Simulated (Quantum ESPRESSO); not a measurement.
Band energies of Ga2O3

```xyz
10
Lattice="6.1362 -1.5232 0.0029 6.1362 1.5232 0.0029 -1.3806 0.0000 5.6419" Properties=species:S:1:pos:R:3 pbc="T T T"
O      5.1548     0.0000     4.2015
O      5.7371     0.0000     1.4462
O      9.5429     0.0000     2.4718
O      1.3491     0.0000     3.1759
O      1.8762     0.0000     0.6184
O      9.0157     0.0000     5.0292
Ga     3.2413     0.0000     3.8695
Ga     7.6506     0.0000     1.7781
Ga    10.8793     0.0000     1.1608
Ga     0.0126     0.0000     4.4869
```

norm-conserving PBE (stringent potentials; Quantum ESPRESSO, 114 Ry, without SOC); path XΓY,LΓZ,NΓM,RΓ; energies in eV from the valence-band maximum.

```csv
k (1/Å),point,band 56,band 57,band 58,band 59,band 60,band 61,band 62,band 63
0.00,X,-1.31,-0.77,-0.72,-0.48,-0.12,5.63,6.48,7.17
0.21,,-1.25,-0.87,-0.71,-0.57,-0.10,5.82,6.35,6.67
0.64,,-1.15,-1.01,-0.68,-0.46,-0.04,4.07,6.16,6.97
1.06,Γ,-0.70,-0.69,-0.49,-0.29,-0.03,2.36,5.64,6.69
1.62,Y,-1.41,-0.66,-0.66,-0.52,-0.30,4.71,4.84,6.67
1.62,L,-1.26,-1.09,-1.04,-0.73,-0.65,6.85,6.89,7.77
1.82,,-1.30,-1.15,-1.07,-0.64,-0.50,6.71,6.74,7.71
2.21,,-1.44,-1.04,-0.83,-0.42,-0.29,5.08,6.44,7.28
2.60,,-0.90,-0.80,-0.52,-0.31,-0.10,2.87,5.81,6.79
2.79,Γ,-0.70,-0.69,-0.49,-0.29,-0.03,2.36,5.64,6.69
3.02,,-0.71,-0.65,-0.60,-0.49,-0.13,3.00,5.64,6.52
3.46,Z,-0.73,-0.66,-0.63,-0.60,-0.01,5.12,5.26,6.18
3.46,N,-1.26,-1.09,-1.04,-0.73,-0.65,6.85,6.89,7.77
3.80,,-1.41,-1.10,-1.03,-0.57,-0.39,6.31,6.61,7.67
4.13,,-1.43,-1.02,-0.75,-0.39,-0.26,4.59,6.35,7.12
4.47,,-0.85,-0.77,-0.51,-0.31,-0.08,2.74,5.76,6.76
4.63,Γ,-0.70,-0.69,-0.49,-0.29,-0.03,2.36,5.64,6.69
4.81,,-0.71,-0.68,-0.60,-0.53,-0.06,2.78,5.57,6.42
5.16,M,-1.07,-0.69,-0.69,-0.42,-0.16,4.51,4.75,5.82
5.16,R,-1.31,-0.77,-0.72,-0.48,-0.12,5.63,6.48,7.17
5.31,,-1.28,-0.82,-0.71,-0.53,-0.11,5.73,6.49,6.77
5.62,,-1.17,-1.07,-0.75,-0.56,-0.06,5.11,6.23,6.83
5.92,,-1.09,-0.93,-0.59,-0.39,-0.03,3.40,5.98,6.94
6.23,Γ,-0.70,-0.69,-0.49,-0.29,-0.03,2.36,5.64,6.69
```

The PBE gap is 2.36 eV; at least one edge lies off the plotted path, at a point of the SCF mesh. The smallest direct gap is 2.38 eV. Another valence extremum on the path lies within 0.02 eV, too close to call.

Spin-orbit splittings are left out.

Geometry relaxed with PBEsol.
